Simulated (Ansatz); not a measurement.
YSi2: levels along high-symmetry lines

```
CELL_PARAMETERS angstrom
4.07549 0.00000 0.00000
-2.03774 3.52947 0.00000
0.00000 0.00000 3.99013
ATOMIC_POSITIONS crystal
Y 0.00000 0.00000 0.00000
Si 0.33333 0.66667 0.50000
Si 0.66667 0.33333 0.50000
```

Atoms are numbered in the order listed.

Structure from Materials Project entry mp-2568 (possibly hypothetical), not relaxed further.

Spin polarisation is left out, and whether a magnetic state lies lower isn't shown here.

These are results of Ansatz 0.2.0, DFT, LDA, all-electron LAPW, scalar-relativistic, not measurements.

The runs use a Γ-centred 10×10×9 k mesh, Fermi–Dirac smearing of 0.05 eV, basis error target 1 meV/atom, no spin polarisation.

Points in fractions of the reciprocal vectors of this cell: Γ (0, 0, 0), M (0.5, 0, 0), K (0.333, 0.333, 0), A (0, 0, 0.5), L (0.5, 0, 0.5), H (0.333, 0.333, 0.5). The path joins them by straight lines in the order Γ–M–K–Γ–A–L–H–A–L; legs that retrace an earlier one aren't tabulated. Energies are in eV from the Fermi level.

(1) Metal or insulator at this level of theory?

(2) Tabulate bands 23 to 30, counted from the lowest band of the run, along the path.

Answers

(1) No gap opens: metallic or semimetallic.

(2) 
```csv
k (1/Å),point,band 23,band 24,band 25,band 26,band 27,band 28,band 29,band 30
0.00,Γ,-3.36,-3.36,-2.18,-1.42,-1.24,1.10,1.10,2.48
0.13,,-3.85,-3.39,-2.20,-1.40,-0.75,0.94,1.16,2.41
0.25,,-4.74,-3.47,-2.25,-1.41,-0.11,1.07,1.34,2.25
0.38,,-5.69,-3.57,-2.31,-1.61,0.16,1.63,2.04,2.08
0.51,,-6.61,-3.68,-2.36,-1.97,0.61,1.74,1.83,2.00
0.64,,-7.48,-3.78,-2.39,-2.30,1.27,1.31,1.66,2.40
0.76,,-8.24,-3.84,-2.52,-2.40,1.03,1.56,2.06,2.73
0.89,M,-8.68,-3.86,-2.60,-2.40,0.93,1.52,2.54,2.86
0.96,,-8.67,-4.10,-2.39,-2.35,0.63,1.85,2.58,2.60
1.04,,-8.64,-4.55,-2.33,-1.84,0.19,2.23,2.40,2.75
1.11,,-8.60,-5.03,-2.24,-1.27,-0.23,1.90,2.72,3.01
1.18,,-8.58,-5.47,-2.12,-0.69,-0.62,1.61,2.38,3.55
1.26,,-8.60,-5.82,-1.96,-0.97,-0.11,1.34,1.99,4.08
1.33,,-8.68,-6.04,-1.77,-1.27,0.47,1.12,1.59,4.69
1.40,K,-8.86,-6.11,-1.54,-1.54,0.93,0.93,1.31,5.30
1.55,,-8.34,-5.88,-1.95,-0.99,0.35,0.65,2.24,4.13
1.70,,-7.69,-5.34,-2.20,-0.32,-0.31,0.49,2.90,3.24
1.84,,-6.91,-4.68,-2.31,-0.85,0.43,0.47,1.86,3.46
1.99,,-6.01,-4.04,-2.32,-1.18,0.38,1.10,1.28,2.82
2.14,,-5.00,-3.60,-2.27,-1.33,0.14,0.75,1.74,1.99
2.28,,-3.97,-3.41,-2.21,-1.39,-0.63,0.89,1.20,2.38
2.43,Γ,-3.36,-3.36,-2.18,-1.42,-1.24,1.10,1.10,2.48
2.54,,-3.33,-3.33,-2.70,-1.21,-0.92,0.80,0.80,2.86
2.66,,-3.48,-3.24,-3.24,-1.11,-0.21,0.29,0.29,2.86
2.77,,-4.25,-3.09,-3.09,-0.94,-0.19,-0.19,0.52,2.22
2.88,,-4.94,-2.90,-2.90,-0.74,-0.58,-0.58,1.29,1.60
2.99,,-5.49,-2.70,-2.70,-0.86,-0.86,-0.51,1.07,1.07
3.11,,-5.87,-2.53,-2.53,-1.04,-1.04,-0.32,0.70,0.70
3.22,A,-6.00,-2.47,-2.47,-1.10,-1.10,-0.24,0.56,0.56
3.35,,-5.92,-3.10,-2.74,-0.92,-0.73,0.19,0.30,0.63
3.47,,-5.70,-4.13,-3.21,-0.80,-0.47,0.02,0.85,1.47
3.60,,-5.34,-5.15,-3.64,-1.13,-0.69,0.92,1.20,2.81
3.73,,-6.08,-4.88,-3.99,-1.72,-0.57,1.69,1.89,3.56
3.85,,-6.86,-4.35,-4.25,-2.25,-0.45,2.28,2.86,3.63
3.98,,-7.44,-4.40,-3.80,-2.74,-0.36,2.97,3.46,3.70
4.11,L,-7.67,-4.46,-3.33,-3.18,-0.33,3.31,3.51,4.07
4.18,,-7.70,-4.49,-3.31,-3.18,-0.23,3.17,3.53,3.91
4.26,,-7.79,-4.57,-3.25,-3.17,0.03,2.80,3.57,3.85
4.33,,-7.93,-4.66,-3.16,-3.15,0.43,2.38,3.64,3.86
4.40,,-8.13,-4.76,-3.13,-3.06,0.93,1.97,3.74,3.74
4.48,,-8.36,-4.83,-3.09,-2.97,1.47,1.63,3.35,3.87
4.55,,-8.61,-4.88,-3.03,-2.93,1.41,2.02,2.93,3.94
4.62,H,-8.87,-4.90,-2.96,-2.96,1.33,2.50,2.50,3.96
4.77,,-8.26,-4.83,-3.31,-2.75,1.62,1.67,2.99,3.69
4.92,,-7.51,-4.65,-3.90,-2.43,0.93,2.09,2.57,3.43
5.06,,-6.61,-4.55,-4.35,-1.98,0.30,1.79,1.88,3.62
5.21,,-5.58,-5.14,-3.93,-1.39,-0.20,0.94,1.37,3.49
5.36,,-5.60,-4.44,-3.40,-0.68,-0.57,0.09,0.94,1.91
5.50,,-5.90,-3.24,-2.82,-0.84,-0.68,0.10,0.46,0.66
5.65,A,-6.00,-2.47,-2.47,-1.10,-1.10,-0.24,0.56,0.56
```
